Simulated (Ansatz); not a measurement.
The cell below belongs to a search over invented structures; it isn't taken from experiment.

Input and command of a plane-wave DFT calculation in Ansatz:

```yaml
crystal:
  lattice:
    - [4.99622524, 0.0, 0.0]
    - [0.0, 4.99622524, 0.0]
    - [0.0, 0.0, 5.28928148]
  atoms:
    - { symbol: Li, position: [0.5, 0.0, 0.62700347] }
    - { symbol: Li, position: [0.0, 0.5, 0.62700347] }
    - { symbol: Li, position: [0.0, 0.0, 0.75002841] }
    - { symbol: Ge, position: [0.21986206, 0.5, 0.08142876] }
    - { symbol: Ge, position: [0.78013794, 0.5, 0.08142876] }
    - { symbol: Ge, position: [0.5, 0.21986206, 0.08142876] }
    - { symbol: Ge, position: [0.5, 0.78013794, 0.08142876] }
    - { symbol: "N", position: [0.5, 0.5, 0.98613053] }
basis:
  ecutwfc: 420
kpoints:
  mp_grid: { grid: [3, 3, 3] }
hamiltonian:
  xc: pbe
scf:
  occupations: { method: gaussian, width: 0.2 }
  lower_state_search: "off"
output:
  forces: true
  stress: true
  eigenvalues: true
relax:
  adjacent_minimum: "off"
  f_tol: 0.08
  max_steps: 16
  cell: { stress_tol: 0.8 }
```

```bash
ansatz run input.yaml --threads 1 --pin off --max-ram 2560MiB --backend cpu --events-out ev --progress --plain --runs-dir out
```

Processor: Intel(R) Xeon(R) Processor @ 2.70GHz, 1 thread, on a host shared with other jobs.

**Question.** Estimate time, memory and problem size.

**Answer.** About 74 s, peak memory 0.43 GiB. It solves 43 bands at 6 k points (after reduction by symmetry) with about 3805 plane waves (on the last cell), in 102 SCF iterations over 15 ionic steps.
